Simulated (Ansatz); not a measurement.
SiGe in space group Pmma (No. 51; Si on 2e, Ge on 2f), PBE in the plane-wave PAW code Ansatz. The conduction-band minimum lies at T, with 1 equivalent valley. Second derivatives d²E/dk² of the lowest band at one valley (eV·Å²), along Cartesian directions:

```json
[
 {"direction": "[100]", "d²E/dk²": "119.2"},
 {"direction": "[010]", "d²E/dk²": "36.06"},
 {"direction": "[001]", "d²E/dk²": "79.38"},
 {"direction": "[110]", "d²E/dk²": "77.78"},
 {"direction": "[101]", "d²E/dk²": "99.36"},
 {"direction": "[011]", "d²E/dk²": "57.51"}
]
```

### Question
Find the principal effective masses, the density-of-states mass and the conductivity mass.

### Answer
Off-diagonal terms follow from H_xy = H[110] − (H_xx + H_yy)/2, and m*/mₑ = 7.620 eV·Å² over each eigenvalue: 0.064, 0.096, 0.21. One valley's DOS mass (m₁m₂m₃)^(1/3) = 0.11, conductivity mass 3/(Σ 1/mᵢ) = 0.097 mₑ.

### Question
What effective density of states Nc follows at 300 K for parabolic valleys?

### Answer
Nc = 2.509e19 × 1 × (0.11)^(3/2) ≈ 9.2e17 cm⁻³.

The start of the workflow was typed in or built on a structure type; neither database checked (COD, Materials Project) lists it. Its standing as an ambient phase is unchecked. Symmetry was held in the PBE relaxation; its stability against distortions is not shown here. Spin–orbit coupling is left out wherever it is not named.

Potentials: the later of the program's two PAW sets.

Edges and masses are those of Kohn–Sham bands, whose gap is no quasiparticle gap.
